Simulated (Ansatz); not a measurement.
# SnSe: energy along a strain

SnSe, Pnma, a = 11.794 Å, b = 4.207 Å, c = 4.567 Å. Ansatz: PBE, PAW, 420 eV, Γ-centred 4×6×6 mesh on 8 atoms, Gaussian smearing 0.05 eV; no spin polarisation. Cell vectors (Å): 11.794 0.000 0.000; 0.000 4.207 0.000; 0.000 0.000 4.567. The cell is strained by x per cent times the pattern (1 0 0 0 0 0) in the order xx yy zz yz xz xy (engineering shears), with fractional coordinates held. y is the free energy over the start, V0 = 28.326 Å³/atom.

```tsv
x (%)	y (meV/atom)
-6.00	41.01
-4.50	21.79
-3.00	?
-1.50	2.17
0.00	0.00
1.50	1.91
3.00	7.24
4.50	15.38
5.25	20.35
6.00	25.82
```

**Question.** Fit y = c2 x² + c3 x³ to the other rows, get the stiffness along the pattern, and predict the missing energy.

**Answer.** Least squares on the rows shown. y = 0.92494 x² − 0.035253 x³. The clamped-ion stiffness p·C·p = 2 × 9.249 eV × 160.2 / 28.326 Å³ = 105 GPa, which is C11 in these axes. At x = -3.00 the fit asked for gives 9.28 meV/atom. The run gave 9.15 meV/atom, so the fit is 0.13 meV/atom too high, within twice the rms miss on the fitted rows (0.11 meV/atom).

Cost: 10 runs of about 9.4 core-minutes in all, on Arm Neoverse V1 (shared hosts).